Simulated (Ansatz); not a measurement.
Os (hcp, Mg type)

Space group P6₃/mmc (No. 194); a = 2.738 Å, b = 2.738 Å, c = 4.316 Å, α = 90.00°, β = 90.00°, γ = 120.00°

```json
[
 {"atom": "Os", "site": "2d", "symmetry": "-6m2", "x": "0.6667", "y": "0.3333", "z": "0.2500"}
]
```

Two coordinates are scanned: the volume, and the ratio of the stretch along z (the conventional c axis) to the stretch across it. Atoms keep their fractional coordinates.

The numbers are results of r2SCAN (plane waves to 500 eV, PAW, scalar-relativistic; Ansatz, a program for electronic structure), not measurements. k mesh 19×19×11 (Γ-centred), Fermi-Dirac smearing 0.05 eV. Compression counts positive. With partly filled bands, the response to shear is sensitive to the k mesh, so small differences along c/a are uncertain. Os is run without spin polarisation. Os was relaxed with its symmetry unable to fall. Spin-orbit coupling is left out, though Os is heavy. 

**Question.** Give the computed P (GPa) at all points of the grid V/V₀ = 0.960, 0.973, 0.987, 1.000, 1.013, 1.027, 1.040 by (c/a)/(c/a)₀ = 0.960, 0.973, 0.987, 1.000, 1.013, 1.027, 1.040.

**Answer.** P (GPa), with V/V₀ across and (c/a)/(c/a)₀ down:

```
(c/a)/(c/a)₀ \ V/V₀  0.960  0.973  0.987  1.000  1.013  1.027  1.040
-------------------  -----  -----  -----  -----  -----  -----  -----
0.960                 21.2   14.2    7.7    1.7   -3.8   -9.0  -13.8
0.973                 20.4   13.4    6.9    1.0   -4.6   -9.7  -14.5
0.987                 19.7   12.8    6.3    0.4   -5.1  -10.2  -15.0
1.000                 19.3   12.4    5.9    0.0   -5.5  -10.6  -15.3
1.013                 19.1   12.2    5.8   -0.2   -5.7  -10.8  -15.5
1.027                 19.0   12.1    5.7   -0.2   -5.7  -10.7  -15.5
1.040                 19.2   12.3    5.9    0.0   -5.5  -10.6  -15.3
```

(A scan under strain: stresses follow from slopes of the energy per volume, elastic moduli from its curvatures.)
